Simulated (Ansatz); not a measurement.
## RhPb (space group P6/mmm): energy against volume

RhPb (space group P6/mmm)

```
CELL_PARAMETERS angstrom
      5.66305     0.00000     0.00000
     -2.83152     4.90434     0.00000
      0.00000     0.00000     4.44174
ATOMIC_POSITIONS crystal
  Rh 0.00000 0.50000 0.00000
  Rh 0.50000 0.00000 0.00000
  Rh 0.50000 0.50000 0.00000
  Pb 0.66667 0.33333 0.50000
  Pb 0.33333 0.66667 0.50000
  Pb 0.00000 0.00000 0.00000
```

E(V) scan at fixed shape, V₀ the volume above. Symmetry pins the atoms to their sites.

Calculation: PBEsol (plane waves to 420 eV, PAW, scalar-relativistic; Ansatz, an electronic-structure program). k mesh 10×10×11 (Γ-centred), Fermi-Dirac smearing 0.05 eV. The energy includes the smearing's −TS. Stress and pressure are positive under compression. With the shape held, the modulus is that of even scaling; a crystal free to change shape is softer. RhPb is run without spin polarisation. RhPb was relaxed with its symmetry unable to fall. Spin-orbit coupling is left out, though Pb is heavy. The zero of ΔE is the relaxed starting cell.

```tsv
V/V₀	ΔE (meV/atom)	P (GPa)
0.940	34	9.4
0.952	21	7.2
0.964	12	5.2
0.976	5	3.4
0.988	1	1.6
1.000	0	0.0
1.012	1	-1.5
1.024	5	-2.9
1.036	10	-4.2
1.048	17	-5.4
1.060	26	-6.5
```

Read from the data:

- Pressure at the smallest volume = 9.4 GPa
- Energy cost of the largest compression = 34 meV/atom
- Energy cost of the largest expansion = 26 meV/atom
- Bulk modulus at fixed cell shape B₀ (third-order Birch-Murnaghan fit) = 129 GPa
- Pressure derivative B₀′ (fit) = 5.3
- Equilibrium volume of the fit = 20.56 Å³/atom
- Pressure for 5 % compression (fit) = 7.6 GPa

(A scan under strain: stresses follow from slopes of the energy per volume, elastic moduli from its curvatures.)
